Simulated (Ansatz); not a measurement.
**Structure types of Ni compared at -2.2 GPa**

Structure types of Ni are relaxed in primitive cells with their symmetry kept at -2.2 GPa, first on PAW files, then by LAPW. The enthalpy is E + pV at zero temperature, without zero-point motion. Only the types listed were tried, and differences under about 5 meV/atom are mesh noise.

All numbers are PBEsol results (scalar-relativistic) from Ansatz 0.2.0, with Fermi–Dirac smearing of 0.1 eV, spin-polarised from start moments Ni 1 μB. Methods: LAPW: all electrons, basis error target 0.5 meV/atom; PAW: frozen-core files, cutoff 420 eV.

k meshes: fcc 19×19×19, bcc 19×19×19, hcp 18×18×10, diamond 14×14×14, simple hexagonal 18×18×17, omega 9×9×13.

The magnetic state is the one reached from the start moments; other orders weren't searched. The PAW files were made under PBE.

Problem. Which type is lowest in enthalpy, and by how much?

Solution. fcc, 24 meV/atom below hcp. The whole table:

```tsv
start type	ends as	a, b, c (Å)	V (Å³/atom)	H − H(lowest), LAPW (meV/atom)	same, PAW	moment (μB/atom)
fcc	fcc, Fm-3m	3.476, 3.476, 3.476	10.50	0.0	0.0	0.61
bcc	bcc, Im-3m	2.766, 2.766, 2.766	10.58	105.9	105.9	0.50
hcp	hcp, P6_3/mmc	2.457, 2.457, 4.028	10.53	24.4	24.1	0.62
diamond	diamond, Fd-3m	5.048, 5.048, 5.048	16.08	1277.6	1276.6	0.79
simple hexagonal	simple hexagonal, P6/mmm	2.381, 2.381, 2.319	11.38	435.4	435.3	0.41
omega	omega, P6/mmm	3.944, 3.944, 2.387	10.72	130.9	131.0	0.61
```
